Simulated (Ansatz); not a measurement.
Data sheet: Sr2GaSbO6 (DFT)

Sr2GaSbO6:
```xyz
10
Lattice="0.0000 3.9361 3.9361 3.9361 0.0000 3.9361 3.9361 3.9361 0.0000" Properties=species:S:1:pos:R:3 pbc="T T T"
Sr     1.9681     1.9681     1.9681
Sr     5.9042     5.9042     5.9042
Ga     0.0000     0.0000     0.0000
Sb     3.9361     3.9361     3.9361
O      3.9361     5.9080     3.9361
O      3.9361     1.9643     3.9361
O      1.9643     3.9361     3.9361
O      5.9080     3.9361     3.9361
O      3.9361     3.9361     5.9080
O      3.9361     3.9361     1.9643
```

Space group Fm-3m (No. 225); conventional cell a = 7.872 Å, b = 7.872 Å, c = 7.872 Å, α = 90.00°, β = 90.00°, γ = 90.00°.

Method: plane-wave PAW PBEsol (Ansatz code). The cell and atoms are relaxed at this level. Other levels are named where they apply.

### Cell and energy

```json
{
 "volume_per_atom": "12.20 Å³",
 "density": "6.30 g/cm³",
 "Formation energy from the elements (no fitted shifts)": "-2.25 eV/atom"
}
```

### Electronic structure

```json
{
  "band_gap": "1.12 eV (direct)",
  "valence_band_maximum": "at Γ",
  "conduction_band_minimum": "at Γ",
  "electron_effective_mass": "0.20 mₑ (isotropic)",
  "Electron effective mass with spin–orbit coupling": "0.20 mₑ (isotropic)",
  "Hole effective mass, band 1 of 3 at the edge": "12 along [100], 2.7 along [110], 2.2 along [111] (mₑ)",
  "Hole effective mass, band 2 of 3 at the edge": "0.65 along [100], 0.79 along [110], 0.74 along [111] (mₑ)",
  "Hole effective mass, band 3 of 3 at the edge": "0.65 along [100], 0.65 along [110], 0.74 along [111] (mₑ)",
  "Hole effective mass with spin–orbit coupling, band 1 of 2 at the edge": "1.8 along [100], 1.4 along [110], 1.3 along [111] (mₑ)",
  "Hole effective mass with spin–orbit coupling, band 2 of 2 at the edge": "0.65 along [100], 0.72 along [110], 0.75 along [111] (mₑ)",
  "HSE06 gap on the PBEsol cell": "2.94 eV",
  "Gap with spin–orbit coupling": "1.12 eV"
}
```

### Mechanics

```json
{
  "Bulk modulus (Birch–Murnaghan fit)": "162 GPa",
  "Pressure derivative B′": "4.7",
  "Elastic constants (relaxed ions, GPa)": "C11 = 279, C12 = 104, C44 = 106",
  "mechanical_stability": "stable (all eigenvalues of C positive)",
  "hill_bulk_and_shear_moduli": "162 and 98.2 GPa",
  "Young's modulus": "245 GPa",
  "Poisson's ratio": "0.25",
  "debye_temperature_from_the_elastic_constants": "567 K"
}
```

### Dielectric response

```json
{
 "Electronic dielectric constant ε∞ (DFPT)": "4.42",
 "Born charges (a third of the trace)": "Sr +2.58, Ga +3.83, Sb +4.63, O -2.27 e"
}
```

### Charges

```json
{
 "bader_charges": "Sr +1.58, Ga +1.97, Sb +2.91, O -1.34 e"
}
```

The first step of the workflow began from a Materials Project structure, measured or hypothetical; the Crystallography Open Database copy checked does not list it. Whether it is the stable phase at ambient conditions was not checked. The PBEsol relaxation kept the symmetry of its start; whether a distortion lowers the energy is not shown. The references are the lowest solids computed at this level, not always the standard phases (solids in place of the gases). Scalar-relativistic: spin–orbit coupling is off unless named, which matters more the heavier the elements.

Potentials: the later of the program's two PAW sets.
